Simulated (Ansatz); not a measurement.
Given:

HfO₂:
```cif
data_HfO2
_chemical_formula_sum 'Hf1 O2'
_space_group_name_H-M_alt 'P-3m1'
_space_group_IT_number 164
_space_group_name_Hall '-P 3 2"'
_cell_length_a 3.22967
_cell_length_b 3.22967
_cell_length_c 4.67779
_cell_angle_alpha 90.000
_cell_angle_beta 90.000
_cell_angle_gamma 120.000
loop_
_atom_site_label
_atom_site_type_symbol
_atom_site_symmetry_multiplicity
_atom_site_Wyckoff_symbol
_atom_site_fract_x
_atom_site_fract_y
_atom_site_fract_z
_atom_site_occupancy
Hf1 Hf 1 a 0.00000 0.00000 0.00000 1
O1 O 2 d 0.33333 0.66667 0.20502 1
```

This is the r²SCAN+D4-relaxed structure.

**Question.** All from the program Ansatz at the r²SCAN+D4 level (PAW), unless another level is named. Give the gap with spin–orbit coupling.

**Answer.** 5.05 eV.

**Question.** And the smallest direct gap on the standard path?

**Answer.** 5.50 eV.

**Question.** What about the electron effective mass?

**Answer.** 1.0, 1.2, 1.2 mₑ (principal values).

**Question.** Predict the weight of the conduction-edge state by species (Voronoi cells).

**Answer.** Hf 67 %, O 33 %.

**Question.** What about the valence-band maximum?

**Answer.** on the K–Γ line, 64 % of the way from K.

The cell is a constructed one: a structure type filled with these elements; neither database checked (COD, Materials Project) lists it. It is not the phase usual at ambient conditions (space group No. 14, 29). The cell was relaxed with r²SCAN+D4 under the symmetry of its start; whether a distortion lowers the energy is not shown. No spin polarisation was allowed. Scalar-relativistic: spin–orbit coupling is off unless named, which matters more the heavier the elements.

Potentials: the earlier of the program's two PAW sets.
